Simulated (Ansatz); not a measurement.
**Calculated coordination and ⁶³Cu quadrupole coupling for Li3Cu3P2O8**

Cell: a computed structure from the Materials Project (it need not be an observed phase).

```
Li Cu P O
1.0
     5.09890    0.00000    0.00000
    -0.01534    5.48883    0.00000
    -0.00990   -0.03927    6.15991
Li Cu P O
3 3 2 8
Direct
  0.49521 0.15419 0.00054
  0.99305 0.32782 0.75363
  0.99255 0.84686 0.49979
  0.50461 0.65789 0.74172
  0.49813 0.65785 0.25916
  0.99321 0.33723 0.24259
  0.99900 0.83353 0.99560
  0.49599 0.17164 0.50505
  0.88262 0.09607 0.98684
  0.30429 0.84785 0.99890
  0.90964 0.68358 0.79193
  0.38410 0.30394 0.71027
  0.80168 0.16630 0.51272
  0.37811 0.90951 0.50142
  0.40552 0.30022 0.29102
  0.90489 0.70550 0.20880
```

Sites (sets of like atoms) are named by element and the number of their first atom in this list.

Method: Kohn–Sham DFT in Ansatz, PBE, plane waves and PAW, scalar-relativistic, 420 eV cutoff, Γ-centred 5×5×4 k-points, Fermi–Dirac smearing 0.02 eV.

Q(⁶³Cu) = -220.0 mb.

(1) Rank these Cu sites by |C_Q|, smallest first.
A. Cu4: 4 O at 2.04–2.15 Å; also 1 O at 3.05 Å
B. Cu5: 4 O at 2.03–2.16 Å; also 1 O at 3.05 Å
C. Cu6: 4 O at 2.08–2.15 Å; also 1 O at 3.02 Å

Results:

(1) C (10.8 MHz, η = 0.60), B (16.2 MHz, η = 0.40), A (19.2 MHz, η = 0.19).

Like point charges on the first shell alone (each adding as 1/d³) would give another order (Cu6 < Cu4 < Cu5): the covalent part of each bond and the atoms beyond the first shell count as well.
